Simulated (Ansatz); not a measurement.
Li2Pt in space group P6/mmm (No. 191; Pt on 1a, Li on 2d) at seven volumes, plane-wave PAW r²SCAN (Ansatz code), shape and atoms relaxed at each. One row is withheld.

| V (Å³/atom) | P (GPa) |
|---|---|
| 12.078 | 7.74 |
| 12.476 | 4.76 |
| 12.875 | 2.19 |
| 13.273 | 0.00 |
| 13.671 | -1.87 |
| 14.069 | -3.49 |
| 14.467 | ? |

Fit the shown pressures and predict the withheld one.

Third-order Birch–Murnaghan: P = (3/2)B₀(x^(7/2) − x^(5/2))[1 + (3/4)(B′ − 4)(x − 1)] with x = (V₀/V)^(2/3). Least squares on the six rows gives V₀ = 13.274 Å³/atom, B₀ = 67.55 GPa, B′ = 4.10. At V = 14.467, x = 0.9442 and P = -4.87 GPa. The run itself gave -4.87 GPa.

The workflow started from an entry of the Crystallography Open Database (COD). Whether it is the stable phase at ambient conditions was not checked. The cell was relaxed with r²SCAN under the symmetry of its start; its stability against distortions is not shown here. No spin polarisation was allowed. Scalar-relativistic: spin–orbit coupling is off unless named, which matters more the heavier the elements.

Potentials: the later of the program's two PAW sets.
